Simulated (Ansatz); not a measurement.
TePt:
```cif
data_Pt2Te2
_chemical_formula_sum 'Pt2 Te2'
_space_group_name_H-M_alt 'Pmma'
_space_group_IT_number 51
_space_group_name_Hall '-P 2a 2a'
_cell_length_a 3.61077
_cell_length_b 3.53676
_cell_length_c 7.85563
_cell_angle_alpha 90.000
_cell_angle_beta 90.000
_cell_angle_gamma 90.000
loop_
_atom_site_label
_atom_site_type_symbol
_atom_site_symmetry_multiplicity
_atom_site_Wyckoff_symbol
_atom_site_fract_x
_atom_site_fract_y
_atom_site_fract_z
_atom_site_occupancy
Pt1 Pt 2 e 0.75000 0.00000 0.13737 1
Te1 Te 2 f 0.25000 0.50000 0.26556 1
```

Relaxed at zero pressure with PBE in the plane-wave PAW code Ansatz.

Problem. The volume is lowered by 3 % and shape and atoms relax at that volume. What pressure results, and how do the axes share the change?

Solution. 0.7 GPa; a 0.1 %, b -0.4 %, c -2.7 %; the energy rises by 1 meV/atom.

Problem. Give the new structure.

Solution. 
Space group Pmma (No. 51); a = 3.6150 Å, b = 3.5219 Å, c = 7.6431 Å, α = 90.00°, β = 90.00°, γ = 90.00°

```json
[
 {"atom": "Pt", "site": "2e", "symmetry": "mm2", "x": "0.7500", "y": "0.0000", "z": "0.1403"},
 {"atom": "Te", "site": "2f", "symmetry": "mm2", "x": "0.2500", "y": "0.5000", "z": "0.2723"}
]
```

The phase is kept; no other phase was compared at this pressure.

The start of the workflow was typed in or built on a structure type; neither database checked (COD, Materials Project) lists it. COD files the formula under space group No. 166, 194. Its standing as an ambient phase is unchecked. The cell was relaxed with PBE under the symmetry of its start; its stability against distortions is not shown here. The run is not spin-polarised. The volume moved by 28 % from the start of the relaxation. Spin–orbit coupling is left out wherever it is not named.

Potentials: the later of the program's two PAW sets.
